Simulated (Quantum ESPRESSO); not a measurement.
WAl2ReTa4, one composition in several site orders

Computed values, not a measurement. The program is pw.x of Quantum ESPRESSO 7.5 (plane-wave density functional theory). The cell is made up: eight metal atoms on a hexagonal close-packed lattice, with elements, volume, strain and displacements drawn at random and not relaxed, so it may be unstable or far from any real phase. PseudoDojo standard norm-conserving files set the functional (PBE unless stated); there is no spin polarisation or spin-orbit coupling, the Fermi-Dirac width of 0.25 eV means electrons at about 2900 K, and the masses in the input are unused placeholders. Heavy elements are run without spin-orbit coupling, which real alloys of them have. A spin test at this wide smearing found no moment, but such smearing suppresses magnetism that the real alloy may have.

The runs put one composition on the sites in different orders. Cell, positions, cutoff, mesh and smearing stay as in the input of run 1; sites are counted in its order. Stress in the tables is positive in tension.

Input of run 1:

```
&control calculation='scf', pseudo_dir='./dojo.nc.sr.pbe.v0_5.standard.upf', outdir='./o', disk_io='minimal', tprnfor=.true., tstress=.true. /
&system ibrav=0, nat=8, ntyp=4, nbnd=60, ecutwfc=74.01313486, nosym=.true., tot_charge=0,
 occupations='smearing', smearing='fd', degauss=0.0183746611
/
&electrons conv_thr=1.470e-08, electron_maxstep=70, mixing_beta=0.5 /
ATOMIC_SPECIES
Al 1.0 Al.upf
Re 1.0 Re.upf
Ta 1.0 Ta.upf
W 1.0 W.upf
CELL_PARAMETERS angstrom
2.7937 0.0543 4.5911
2.8356 -0.0379 -4.6169
-2.8005 4.9216 0.062
ATOMIC_POSITIONS angstrom
W 0.0399 0.0198 0.1669
Al -1.4975 2.353 -0.0098
Re 2.7708 1.4651 -2.1305
Ta 1.4865 4.1466 -2.4351
Al 2.6506 -0.1017 0.0081
Ta 1.4307 2.7687 -0.1393
Ta 2.931 1.6539 2.2359
Ta 1.4413 4.1893 2.2841
K_POINTS automatic
5 5 5 1 1 1
```

```
run  elements on sites 1 to 8  free energy less that of run 1 (eV)  -TS (eV)  pressure (GPa)  stress xx (GPa)  stress yy (GPa)  stress zz (GPa)  stress yz (GPa)  stress xz (GPa)  stress xy (GPa)  iterations
  1    W Al Re Ta Al Ta Ta Ta                                0.000    -1.292           20.77           -18.32           -22.34           -21.63             0.35             0.38             0.44          13
  2    Ta Al Ta W Ta Al Re Ta                                0.697    -1.351           23.15           -24.97           -19.32           -25.15             0.89            -0.52            -0.89          15
  3    Re Ta Al W Ta Ta Ta Al                               -0.006    -1.270           20.76           -21.81           -18.00           -22.47             0.25            -2.50            -0.97          13
  4    Ta Ta W Al Re Ta Ta Al                               -0.332    -1.306           20.11           -19.91           -18.48           -21.94             1.71            -0.56            -0.02          14
  5    Ta W Re Ta Ta Ta Al Al                                0.437    -1.291           21.47           -22.43           -18.74           -23.23             1.47             0.03             0.61          13
  6    Al Re Ta W Al Ta Ta Ta                                0.073    -1.383           19.87           -18.40           -20.76           -20.45            -0.12            -0.56             0.80          13
```

Forces Fx Fy Fz (eV/Å):

```
site             run 1             run 2             run 3              run 4             run 5             run 6
   1  -0.82 1.66 -2.59  -1.28 1.36 -3.79  -1.11 1.34 -1.58   -0.43 1.88 -2.37  -1.14 2.23 -3.64  -0.39 1.30 -2.59
   2   1.26 0.28 -0.54    0.84 0.48 0.44  1.22 -0.41 -0.53    1.56 0.49 -0.22   0.91 0.04 -1.25    0.59 0.81 0.30
   3   1.03 2.42 -1.55   1.51 2.97 -1.92   1.09 1.22 -2.16    0.74 1.24 -1.00   0.99 1.50 -0.69   2.72 2.00 -1.94
   4   0.25 -1.31 2.28   0.38 -1.76 2.92   0.18 -0.64 2.58    0.62 -0.80 2.12   0.02 -1.48 3.54   0.16 -0.72 2.07
   5   1.26 1.71 -1.41   2.02 1.92 -0.29   0.56 1.62 -1.60    1.27 0.57 -1.04   1.80 2.14 -1.35   0.77 1.16 -0.58
   6   0.14 -2.80 1.34  -0.43 -2.75 0.60   0.31 -2.49 1.40   -1.54 -1.90 1.74  -0.57 -3.39 1.91  -0.45 -2.30 1.38
   7   -2.20 0.50 0.75   -1.72 0.86 0.59   -1.71 0.59 1.24  -1.41 -0.01 -0.18   -1.12 0.07 0.31   -2.46 0.56 0.12
   8  -0.94 -2.47 1.71  -1.33 -3.09 1.45  -0.52 -1.23 0.65   -0.81 -1.48 0.95  -0.89 -1.12 1.16  -0.93 -2.80 1.24
```

The sites are displaced and not relaxed, so the energy differences mix bonding between neighbours with strain and are not ordering energies. A rerun of one cell of this series at a higher cutoff and on a denser mesh moved values by no more than 0.004 eV in energy, 0.04 GPa in stress and 0.006 eV/Å in force, and a second program with other atomic files agreed on that cell to 2 % rms in force and 0.5 GPa in pressure.